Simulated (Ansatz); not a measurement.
Calculated Na-23 nuclear quadrupole resonance for NaVN₂

Cell: a Materials Project structure (computed, not necessarily an observed phase) whose atoms were relaxed with PBE, the cell held.

```cif
data_NaVN2
_symmetry_space_group_name_H-M 'Cmce'
_symmetry_Int_Tables_number 64
_cell_length_a 5.8169
_cell_length_b 11.7834
_cell_length_c 6.8007
_cell_angle_alpha 90.000
_cell_angle_beta 90.000
_cell_angle_gamma 90.000
loop_
_atom_site_label
_atom_site_type_symbol
_atom_site_symmetry_multiplicity
_atom_site_Wyckoff_symbol
_atom_site_fract_x
_atom_site_fract_y
_atom_site_fract_z
Na Na 8 f 0.0000 0.1766 0.5712
V V 8 f 0.0000 0.4293 0.6442
N9 N 8 f 0.0000 0.0821 0.8820
N13 N 8 e 0.2500 0.8619 0.7500
```

One atom of each set is listed; the run and its k-mesh use a cell of 16 atoms with edges of 6.57, 6.57, 6.80 Å.

Method: Kohn–Sham DFT in Ansatz, PBE, plane waves and PAW, scalar-relativistic, 420 eV cutoff, Γ-centred 6×6×4 k-points, Fermi–Dirac smearing 0.02 eV.

Na-23: I = 3/2, Q = 104.0 mb (year-2017 value). Static lattice, zero field.

(1) At which frequencies do the Na-23 NQR lines lie?

Results:

(1) For I = 3/2 there is one line, ν = (|C_Q|/2)(1 + η²/3)^½.

```
site  atoms  V_zz (10²¹ V/m²)  C_Q (MHz)     η  line frequencies (MHz)
  Na      4             -1.29      -3.25  0.24                    1.64
```

The relaxation (3 steps) took 38 s of wall time (38 s of CPU time) and 0.96 GiB at its peak, on 1 thread of AMD EPYC 9R45 96-Core Processor (Zen 5) (x86_64; 32 cores open to the job, memory cap 2.5 GiB, no GPU), a shared host with a load of 0.4 a core.
